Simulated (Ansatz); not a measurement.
BiBrO: short molecular dynamics at 200 K

Method: DFT PBEsol, scalar-relativistic, plane waves, PAW (Ansatz 0.2.0). Cutoff 420 eV, shifted (0.5, 0.0, 0.5 steps) 2×1×2 k-points, Fermi–Dirac smearing of 0.02 eV. The mesh is coarse. Spin–orbit coupling is left out, which can shift energies with elements as heavy as these. No spin polarisation.

18 atoms, starting at 1.00 times the perfect crystal's volume (space group P4/nmm, the cell as given, not relaxed at this level); Langevin thermostat at 200 K (friction 0.005 fs⁻¹), fixed cell; 82 steps of 4 fs. The run is short and not equilibrated. The time step is on the long side.

First frame:

```xyz
18
Lattice="-3.9200 -3.9200 0.0000 0.0000 0.0000 8.1100 -3.9200 7.8400 0.0000" Properties=species:S:1:pos:R:3 pbc="T T T"
Bi   -3.9200    1.9600    1.2408
Bi   -3.9200    5.8800    1.2408
Bi   -3.9200   -1.9600    1.2408
Bi   -1.9600    0.0000    6.8692
Bi   -1.9600    3.9200    6.8692
Bi   -5.8800    3.9200    6.8692
Br   -3.9200    1.9600    5.2715
Br   -3.9200    5.8800    5.2715
Br   -3.9200   -1.9600    5.2715
Br   -1.9600    0.0000    2.8385
Br   -1.9600    3.9200    2.8385
Br   -5.8800    3.9200    2.8385
O    -3.9200    0.0000    0.0000
O    -3.9200    3.9200    0.0000
O     0.0000    0.0000    0.0000
O    -1.9600    1.9600    0.0000
O    -5.8800    1.9600    0.0000
O    -1.9600   -1.9600    0.0000
```

```yaml
Mean_temperature_over_the_second_half: 172 K
Mean_pressure_over_the_second_half_kinetic_part_included: 0.2 GPa
Mean_potential_energy_above_the_perfect_crystal_as_given_at_volume_ratio_1;_besides_heat_the_difference_comes_from_the_crystal's_own_forces_of_up_to_0.35_eV/Å_and_pressure_of_-0.6_GPa;_its_own_run_had_another_smearing_without_effect_beside_its_gap: 19 meV/atom
Mean-square_drift_of_Bi_from_first_to_last_step_mean_shift_of_all_atoms_removed: 0.01 Å²
Mean-square_drift_of_Br_from_first_to_last_step_mean_shift_of_all_atoms_removed: 0.02 Å²
Mean-square_drift_of_O_from_first_to_last_step_mean_shift_of_all_atoms_removed: 0.01 Å²
```

Pair distribution functions g(r), second half of the run, up to half the cell's height:

| r (Å) | Bi-O |
| --- | --- |
| 2.05 | 0.0 |
| 2.15 | 0.6 |
| 2.25 | 13.5 |
| 2.35 | 18.2 |
| 2.45 | 4.1 |
| 2.55 | 0.3 |

Along the run (potential energy from its first value; pressure with the kinetic part):

| t (fs) | T (K) | ΔE_pot (meV/atom) | P (GPa) |
| --- | --- | --- | --- |
| 0.0 | 189 | 0.0 | -0.5 |
| 12.0 | 148 | 4.9 | -0.4 |
| 24.0 | 153 | 6.6 | -0.4 |
| 36.0 | 182 | 3.1 | -0.4 |
| 48.0 | 157 | 6.4 | -0.3 |
| 60.0 | 106 | 13.3 | -0.1 |
| 72.0 | 95 | 13.2 | 0.1 |
| 84.0 | 106 | 13.5 | 0.3 |
| 96.0 | 119 | 14.4 | 0.5 |
| 108.0 | 112 | 14.4 | 0.8 |
| 120.0 | 121 | 14.9 | 1.1 |
| 132.0 | 111 | 14.0 | 1.2 |
| 144.0 | 156 | 13.2 | 1.3 |
| 156.0 | 150 | 13.9 | 1.3 |
| 168.0 | 172 | 12.3 | 1.3 |
| 180.0 | 171 | 11.7 | 1.2 |
| 192.0 | 170 | 13.3 | 1.0 |
| 204.0 | 155 | 14.7 | 0.9 |
| 216.0 | 192 | 14.6 | 0.7 |
| 228.0 | 194 | 15.0 | 0.6 |
| 240.0 | 194 | 16.4 | 0.5 |
| 252.0 | 132 | 20.2 | 0.2 |
| 264.0 | 160 | 19.3 | -0.2 |
| 276.0 | 172 | 19.1 | -0.6 |
| 288.0 | 168 | 23.3 | -0.7 |
| 300.0 | 155 | 26.6 | -0.6 |
| 312.0 | 160 | 29.2 | -0.5 |
| 324.0 | 188 | 24.8 | -0.4 |